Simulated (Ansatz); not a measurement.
# zincblende-structured EuBi

Method: r²SCAN, scalar-relativistic; collinear spin; PAW, 500 eV, Γ-centred 8×8×8 mesh, 0.05 eV Gaussian smearing; code Ansatz; PAW files: Ansatz's generated set soft_2.

```cif
data_structure
_symmetry_space_group_name_H-M 'P 1'
_symmetry_Int_Tables_number 1
_cell_length_a 5.2335
_cell_length_b 5.2335
_cell_length_c 5.2335
_cell_angle_alpha 60.000
_cell_angle_beta 60.000
_cell_angle_gamma 60.000
_cell_volume 101.36
loop_
_atom_site_label
_atom_site_type_symbol
_atom_site_fract_x
_atom_site_fract_y
_atom_site_fract_z
_atom_site_occupancy
Eu1 Eu 0.00000 0.00000 0.00000 1
Bi1 Bi 0.25000 0.25000 0.25000 1
```

The cell came from substitution into a structure type; no database entry of this phase was matched, which doesn't show that none exists.

The geometry is fixed. Moments are started on Eu in several ways. q is the propagation vector of an order in a doubled cell, in units of this cell's reciprocal vectors; doubled cells take an equivalent mesh or are counted from a ferromagnetic run in the same cell, unless said otherwise. Energies count from the first row, the state in which the cell was relaxed.

Rank the starts by the energy at which they end, lowest first (meV/atom from the last run of the relaxation).
A. no spin polarisation
B. antiparallel, q = (0, 0, 1/2)
C. antiparallel, q = (0, 1/2, 1/2)
D. ferromagnetic

C (-17.2), B (-8.1), D (0.0), A (3615.8).

```csv
start,largest typed moment (μB),ΔE (meV/atom),gap on the mesh (eV),P (GPa),final spin moments (μB)
ferromagnetic,7.34*,0.0,metal,0.0,Eu 6.67; Bi -0.39
no spin polarisation,0.00,3615.8,0.28,-2.4,none
"antiparallel, q = (0, 0, 1/2)",6.00*,-8.1,metal,-0.1,"Eu 6.82, -6.82; Bi 0.05, -0.05"
"antiparallel, q = (0, 1/2, 1/2)",6.00*,-17.2,metal,-0.1,"Eu 6.83, -6.83"
```

A star marks runs that didn't start from the typed moments alone: the program put its own moment for the open shell in their place.

The moments on the other atoms differ between rows, so the energies hold more than the order of the magnetic atoms.

Only orders that fit these small cells were tried, so the real crystal's order may be another.

Without a U the 4f levels of Eu lie too near the Fermi level, so their share of the states there, and what hangs on it, is overstated. Scalar-relativistic only: spin–orbit splittings of the heavy atoms' levels are missing. The run wasn't fully tested for a lower electronic state. Site moments are of spin, integrated over atomic spheres. For an f⁶ shell, the formal count of Eu here, Hund's rules give L = S = 3 and J = 0, a non-magnetic ion. Spin-polarised DFT, with or without U, favours a large spin moment instead, a known failure, so moments and magnetic energies here aren't predictions.
